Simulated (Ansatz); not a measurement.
Which state of B comes out lowest in this cell?

The cell (1 atom) is B as an isolated atom in a periodic box.

```
B
1.0
     9.01800    0.00000    0.00000
     0.00000    9.11820    0.00000
     0.00000    0.00000    9.21840
B
1
Direct
  0.50000 0.50000 0.50000
```

Site labels below count the atoms in this order, from 1.

Theory: DFT, PBE, PAW (an earlier, harder data set), plane waves, scalar-relativistic (Ansatz development build ahead of 0.2.0).

```yaml
plane_wave_cutoff: 710 eV
k_point_mesh: 1×1×1 (Γ-centred)
occupations: Fermi–Dirac smearing, 0.1 eV
valence_electrons: 3
```

The total moment includes the space between the atomic spheres.

States within about 5 meV/atom are too close for this mesh, smearing and search to settle their order. Non-collinear arrangements of the spins weren't tried. No run without spin polarisation was made.

The default search runs further SCF cycles only where the state itself hints at a lower one. With a search on, the program may also reshape the start on open shells.

Q: Predict the lowest-energy solution among 3 converged runs.

A: Magnetic on main-group sites alone, site moments B1 1.00 μB, total 1.00 μB per cell. It was reached from: default search for lower states [B1 0.80 μB].

Q: Start: default search for lower states [B1 1.00 μB]. Give the end state and its height above the lowest.

A: It converges in 17 iterations to a state 0.3 meV/atom above the lowest: magnetic on main-group sites alone, site moments B1 1.00 μB, total 1.00 μB per cell (the moments match the lowest state's, so the two differ in another way, such as which orbitals are filled).
